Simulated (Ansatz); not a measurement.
Data sheet: YIn (DFT)

YIn:
```yaml
crystal:
  lattice:
    - [3.75605, 0.00000, 0.00000]
    - [0.00000, 3.75605, 0.00000]
    - [0.00000, 0.00000, 3.75605]
  atoms:
    - { symbol: In, position: [0.00000, 0.00000, 0.00000] }
    - { symbol: Y, position: [0.50000, 0.50000, 0.50000] }
```

Space group Pm-3m (No. 221), CsCl type; conventional cell a = b = c = 3.756 Å, α = β = γ = 90.00°.

Method: DFT-r²SCAN in the program Ansatz with PAW potentials. Structure relaxed to zero pressure with the same functional. Other levels are named where they apply.

### Cell and energy

```
Quantity                                                      Result
-----------------------------------------------------  -------------
Volume per atom                                             26.49 Å³
Density                                                   6.38 g/cm³
Formation energy from the elements (no fitted shifts)  -624 meV/atom
```

### Electronic structure

```
Quantity                                                                    Result
------------------------------------  --------------------------------------------
Electronic character                                             metallic (no gap)
Density of states at the Fermi level  0.43 states/eV per atom (mean over ±0.08 eV)
Gap with spin–orbit coupling                                       none (metallic)
```

### Mechanics

```
Item                                   Value
----------------------------------  --------
Bulk modulus (Birch–Murnaghan fit)  60.7 GPa
Pressure derivative B′                   3.9
```

### Charges

```
Item                         Value
-------------  -------------------
Bader charges  In -1.41, Y +1.41 e
```

The workflow started from an entry of the Crystallography Open Database (COD). Whether it is the stable phase at ambient conditions was not checked. The r²SCAN relaxation kept the symmetry of its start; whether a distortion lowers the energy is not shown. The run is not spin-polarised. The references are the lowest solids computed at this level, not always the standard phases. Spin–orbit coupling is left out wherever it is not named.

Potentials: the later of the program's two PAW sets.
